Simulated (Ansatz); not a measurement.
AlNi (CsCl type)

```
AlNi
1.0
    2.89304     0.00000     0.00000
    0.00000     2.89304     0.00000
    0.00000     0.00000     2.89304
Al Ni
1 1
Direct
  0.00000   0.00000   0.00000
  0.50000   0.50000   0.50000
```

This relaxed cell (volume V₀) is scaled evenly in all directions, its shape held. Symmetry pins the atoms to their sites.

All values below come from PBE (plane waves to 420 eV, PAW, scalar-relativistic; Ansatz, a quantum-chemistry and plane-wave program). k mesh 17×17×17 (Γ-centred), Fermi-Dirac smearing 0.05 eV. The energy includes the smearing's −TS. Compression counts positive. AlNi is run without spin polarisation. AlNi was relaxed with its symmetry unable to fall. ΔE is measured from the relaxed starting cell. The last digit holds for this mesh only.

```csv
V (Å³/atom),ΔE (meV/atom)
10.170,210.4
10.557,126.1
10.945,withheld
11.332,27.9
11.720,6.6
12.107,0.0
12.494,5.8
12.882,22.0
13.269,47.0
13.657,79.3
14.044,117.9
```

Q: Fit a third-order Birch-Murnaghan form (E₀, V₀, B₀, B₀′ free) to the given rows and predict ΔE at V = 10.945.

A: Least squares on the 10 given rows: ΔE = E₀ + (9V₀B₀/16)·y²·[2 + (B₀′ − 4)y], y = (V₀/V)^(2/3) − 1, with V₀ = 12.108 Å³/atom, B₀ = 159.1 GPa (160.2 GPa = 1 eV/Å³; the term in eV is multiplied by 1000), B₀′ = 4.36, E₀ = 0.04 meV/atom; root-mean-square residual 0.06 meV/atom. At 10.945 the fit gives 66.5 meV/atom; the calculation gives 66.6 meV/atom, so the interpolation is off by -0.1 (-0.2 %). For the pressure the fit gives 20.0 GPa against the computed 20.1 GPa.

(A scan under strain: stresses follow from slopes of the energy per volume, elastic moduli from its curvatures.)
